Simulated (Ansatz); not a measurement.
A generated cell, not matched to a known phase here, of HfZr: Pmm2 (No. 25), oP8; a = 3.1724 Å, b = 10.1109 Å, c = 5.4956 Å, α = β = γ = 90.00°; Hf 2h (0.500, 0.248, 0.167); Zr 2g (0.000, 0.248, 0.667); Hf 1a (0.000, 0.000, 0.332); Zr 1b (0.000, 0.500, 0.332); Hf 1c (0.500, 0.000, 0.834); Zr 1d (0.500, 0.500, 0.835). The numbers are results of PBEsol (plane waves to 420 eV, PAW, scalar-relativistic; Ansatz, a program for electronic structure), not measurements. Element references, the lowest calculated here: Hf (P6₃/mmc), Zr (P6/mmm, not the ambient form).

Task: What formation energy of this Pmm2 form of HfZr from the elements does PBEsol give?

Result: 0.01 eV/atom.

A lower structure of this composition may exist.

Static energies, no anion corrections, no zero-point energy. Values are rounded to 0.01 eV/atom. Not shown to be the ambient phase of their composition (a lower form may be missing, and a cell relaxed within its start's symmetry can be a saddle point): HfZr (Pmm2). Spin-orbit coupling is missing from these energies, which matters for elements this heavy. The compounds carry no spin polarisation.
